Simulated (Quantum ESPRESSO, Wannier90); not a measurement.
**BeTe (zinc blende), plane waves to Wannier functions**

```
begin unit_cell_cart
ang
    0.0000000000    2.8314600000    2.8314600000
    2.8314600000    0.0000000000    2.8314600000
    2.8314600000    2.8314600000    0.0000000000
end unit_cell_cart
begin atoms_frac
Be   0.0000000000  0.0000000000  0.0000000000
Te   0.2500000000  0.2500000000  0.2500000000
end atoms_frac
```

Cell from Materials Project (mp-252), symmetrised, no further relaxation. COD (Crystallography Open Database) has an entry of this formula and space group (matched by these alone). Level: PBE, no spin polarisation, no spin-orbit coupling; pw.x of Quantum ESPRESSO at 71 Ry with PseudoDojo potentials, 10×10×10 k-points, Wannier90. Density: 10×10×10 mesh, cold smearing 0.01 Ry. Spin-orbit coupling is left out although heavy elements are present.

Bands 8-10 form an isolated set from -5.42 to 0.00 eV relative to the valence-band maximum (on the path) and are turned into 3 Wannier functions by minimising the spread from the start: atomic waves Te 5p.

Problem. Where do the functions sit, how wide are they and what are they made of?

Solution. 
```tsv
functions	spread (Å²)	nearest atom, distance (Å)	second atom, distance (Å)	weight on atomic waves
3	3.12	Te 0.00	Be 2.45	Te 5p 83 %, Be 2s 8 %
```

Ω_I = 8.80 Å², Ω_total = 9.37 Å²; the interpolated bands follow pw.x to 1.9 meV rms on the path. Only this start was tried; a symmetric start can stop on a saddle, and mixtures of these functions could lower the total by at most Ω_total − Ω_I.
